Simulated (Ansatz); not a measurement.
Si$_{2}$W:
```
Si2W
1.0
   -1.60599     1.60599     3.90337
    1.60599    -1.60599     3.90337
    1.60599     1.60599    -3.90337
Si W
2 1
Direct
  0.33482   0.33482   0.00000
  0.66518   0.66518   0.00000
  0.00000   0.00000   0.00000
```

Relaxed with r²SCAN. Special points in fractions of this cell's reciprocal vectors: Γ (0.000, 0.000, 0.000); X (0.000, 0.000, 0.500); P (0.250, 0.250, 0.250); N (0.000, 0.500, 0.000); M (0.500, 0.500, -0.500); S (0.292, 0.708, -0.292); S0 (-0.292, 0.292, 0.292); R (-0.085, 0.085, 0.500); G (0.500, 0.500, -0.085).

List the band energies nearest the Fermi level at these points for r²SCAN (plane waves, PAW; program Ansatz).

In eV from the Fermi level; about four levels below and three above (degenerate sets whole), none deeper than 8.9 eV; points with the same levels are listed once.

```
k                    below           above
-  -----------------------  --------------
Γ  -3.85 -3.43 -3.08 -3.08  0.57 3.02 3.13
X  -5.70 -5.35 -3.49 -2.02  3.04 3.26 3.40
P  -6.99 -3.25 -2.67 -2.67  0.26 3.26 3.94
N  -5.24 -3.04 -2.90 -0.52  2.91 2.97 4.17
M  -0.98 -0.98 -0.56 -0.56  0.76 4.89 5.55
S  -3.20 -2.93 -2.65 -0.40  1.94 2.71 3.65
R  -5.48 -4.27 -3.34 -2.55  2.16 2.34 3.30
```

Space group I4/mmm (MoSi2 or CaC2 type). The r²SCAN relaxation kept the symmetry of its start. The run is not spin-polarised. Spin–orbit coupling is left out wherever it is not named.

Potentials: the earlier of the program's two PAW sets.
